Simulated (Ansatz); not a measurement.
Given:

SiO2 (alpha-quartz type, space group P3_121)

```xyz
9
Lattice="4.9484 0.0000 0.0000 -2.4742 4.2855 0.0000 0.0000 0.0000 5.4413" Properties=species:S:1:pos:R:3 pbc="T T T"
Si     2.3271     0.0000     4.5344
Si    -1.1636     2.0153     0.9069
Si     1.3107     2.2701     2.7206
O      1.3803     1.1447     3.8885
O      3.2670     0.6231     0.2610
O      2.7754     2.5178     2.0747
O     -1.0939     3.1408     5.1803
O      0.3012     1.7677     1.5528
O      0.7927     3.6624     3.3665
```

The volume is varied about the relaxed value V₀ at fixed cell shape. The atoms relax within the cell's symmetry.

All values below come from PBEsol (plane waves to 420 eV, PAW, scalar-relativistic; Ansatz, a first-principles code). k mesh 8×8×6 (Γ-centred), Fermi-Dirac smearing 0.05 eV. Energies are smeared free energies. Compression counts positive. The relaxing atoms change the space group within the scan (P6_422 at V/V₀ = 1.120), so nothing is fitted. SiO2 was relaxed with its symmetry unable to fall. The PAW data are Ansatz's earlier set. ΔE is measured from the relaxed starting cell.

The scan covers V/V₀ from 0.840 to 1.160 in 9 points.

Problem. What pressure does the cell carry at V/V₀ = 0.840?

Solution. 9.6 GPa.

Problem. What is ΔE at V/V₀ = 0.840?

Solution. 50.0 meV/atom.

Problem. What is ΔE at V/V₀ = 1.160?

Solution. 39.2 meV/atom.

(Under strain, the slope of the energy per volume gives the stress and its curvature an elastic modulus.)
